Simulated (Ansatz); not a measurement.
**SiO₂: a ladder of calculations**

Cell of run 1: a COD entry.

Space group P4_12_12 (No. 92); a = 4.9080, c = 6.7840 Å.

```
site  Wyckoff  site symmetry       x       y       z
  Si       4a            ..2  0.3083  0.3083  0.0000
   O       8b              1  0.2387  0.1161  0.1865
```

One atom of each set is listed.

Relaxed positions (PBE, cell held):

Si (0.3123, 0.3123, 0.0000)
O (0.2337, 0.1302, 0.1920)

All runs are DFT with Ansatz 0.2.0 (plane waves and PAW, scalar-relativistic unless spin–orbit coupling is named, Γ-centred meshes, Fermi–Dirac smearing where given) in this cell.

Run 1: PBE, gradients read without the response of the cores, atoms as given; 420 eV, 5×5×4 k-points, smearing 0.02 eV.
Run 2: PBE, gradients read without the response of the cores, atoms relaxed; 420 eV, 5×5×4 k-points, smearing 0.02 eV.
Run 3: r2SCAN, gradients read without the response of the cores, at the relaxed atoms; 500 eV, 5×5×4 k-points, smearing 0.02 eV.

| run | Si V_zz (η) | O V_zz (η) |
| --- | --- | --- |
| 1 | -1.09 (0.73) | 9.06 (0.20) |
| 2 | ? | ? |
| 3 | -0.42 (0.77) | 9.37 (0.24) |

V_zz in 10²¹ V/m².

(1) Estimate the row of run 2.

## Answers

(1) Si: -0.42 (0.83); O: 9.45 (0.24). It lies nearest to run 3, from whose tensors on these sites it differs by 0.09 at most (largest principal value of the difference, on O). Taken one at a time, the positions of the atoms (as given or relaxed) move the tensors on these sites by up to 0.75 (largest principal value of the change, on Si), the functional (r2SCAN with its higher cutoff) by 0.09 (O).

The cell is 5 % smaller than that of α-cristobalite at ambient conditions, so the entry probably stands for a crystal under pressure. In runs 1, 3 the atoms aren't at the calculated equilibrium (largest force 0.88, 0.34 eV/Å). The cell isn't the equilibrium one in run 1 (calculated pressure 10 GPa), and the entry's cell may itself be off.
